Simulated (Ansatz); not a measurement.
# Cu: strain energy, fitted

Cu, P6_3/mmc, a = 2.520 Å, c = 8.235 Å. This isn't the element's structure at ambient conditions. Ansatz: PBEsol, PAW, 420 eV, Γ-centred 24×24×6 mesh on 4 atoms, Gaussian smearing 0.10 eV; no spin polarisation. Series: uniaxial strain along c, with a, b and atoms relaxed; x is the strain in per cent. y is the free energy over the unstrained cell, V0 = 11.321 Å³/atom.

```
x (%) y (meV/atom)
 -4.5             ?
 -3.0          8.76
 -1.5          2.28
  0.0          0.00
  1.5          1.74
  3.0          7.15
  4.5         15.85
```

Problem. Fit y = c2 x² + c3 x³ to the other rows, turn c2 into a modulus, and predict the missing energy.

Solution. Least squares on the rows shown. y = 0.89396 x² − 0.025609 x³. In eV per unit strain² c2 is 8.940; this is Young's modulus along the axis (E = ½ Y V0 ε²): 2 × 8.940 × 160.2 / (11.321) = 253 GPa. The unstrained cell keeps some stress along the strain, worth a slope of -0.10 meV/atom per %, which the form leaves out. At x = -4.5 the fit asked for gives 20.44 meV/atom. The run gave 19.58 meV/atom, so the fit is 0.86 meV/atom too high, 4.4 % of the span of the series, against an rms of 0.15 meV/atom on the fitted rows. The row lies outside the fitted range. With a term in x⁴ added, a fit to the same known rows predicts 21.33 meV/atom, further off still.